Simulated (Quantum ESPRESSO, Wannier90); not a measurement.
TiO2 (P2₁/c), plane waves to Wannier functions

```
begin unit_cell_cart
ang
    4.8127000000    0.0000000000    0.0000000000
    0.0000000000    4.8718800000    0.0000000000
   -0.8628880000    0.0000000000    4.9665890000
end unit_cell_cart
begin atoms_frac
Ti   0.2774400000  0.4471900000 -0.2868500000
Ti  -0.2774400000 -0.4471900000  0.2868500000
Ti  -0.2774400000 -0.0528100000 -0.2131500000
Ti   0.2774400000  0.0528100000  0.2131500000
O    0.4453600000 -0.2576300000 -0.0332300000
O   -0.4453600000  0.2576300000  0.0332300000
O   -0.4453600000  0.2423700000 -0.4667700000
O    0.4453600000 -0.2423700000  0.4667700000
O    0.0638400000  0.3230300000  0.3515600000
O   -0.0638400000 -0.3230300000 -0.3515600000
O   -0.0638400000 -0.1769700000  0.1484400000
O    0.0638400000  0.1769700000 -0.1484400000
end atoms_frac
```

Structure: Materials Project mp-430, symmetrised, not relaxed again. COD (Crystallography Open Database) has the formula in 6 space groups, this one among them (matched by group alone). Computed values, not measurements, from PBEsol: Quantum ESPRESSO (norm-conserving PseudoDojo potentials, cutoff 68 Ry, no spin polarisation, no spin-orbit coupling) on a Γ-centred 4×4×4 mesh, then Wannier90. Density: 8×6×6 mesh, cold smearing 0.01 Ry.

Bands 17-24 form an isolated set from -18.47 to -16.03 eV relative to the valence-band maximum (on the path) and are turned into 8 Wannier functions by minimising the spread from the start: atomic waves O 2s.

Task: Where do the functions sit, how wide are they and what are they made of?

Result: 
| functions | spread (Å²) | nearest atom, distance (Å) | second atom, distance (Å) | weight on atomic waves |
|---|---|---|---|---|
| 8 | 0.64 | O 0.03 | Ti 1.92 | O 2s 84 %, Ti 3d 4 % |

Ω_I = 5.11 Å², Ω_total = 5.11 Å²; the interpolated bands follow pw.x to 0.0 meV rms on the path. Only this start was tried; a symmetric start can stop on a saddle, and mixtures of these functions could lower the total by at most Ω_total − Ω_I.
